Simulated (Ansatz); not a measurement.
PbS (zinc blende, F-43m), r²SCAN (plane waves, PAW; program Ansatz), all energies at zero smearing, with the estimated change up to a 700 eV cutoff added, with one set of potentials and settings (totals compare only within such a set). Cell of 2 atoms (1 S, 1 Pb): -12827.505 eV.

```tsv
element	reference phase	E (eV/atom)
S	P2/c, 32 atoms in the cell	-905.8156
Pb	Fm-3m, 1 atoms in the cell	-11920.8594
```

Formation energy per atom, worked out: (-12827.505 − 1×(-905.8156) − 1×(-11920.8594))/2 = -0.415 eV/atom (-40 kJ per mol of atoms), at 0 K, without zero-point energy or fitted corrections.

The cell is a constructed one: a structure type filled with these elements; neither database checked (COD, Materials Project) lists it. It is not the phase usual at ambient conditions (space group No. 225). The cell was relaxed with r²SCAN under the symmetry of its start. At this level the phase is dynamically unstable (imaginary phonons). The references are the lowest solids computed at this level, not always the standard phases. Scalar-relativistic: spin–orbit coupling is off unless named, which matters more the heavier the elements.

Potentials: the later of the program's two PAW sets.
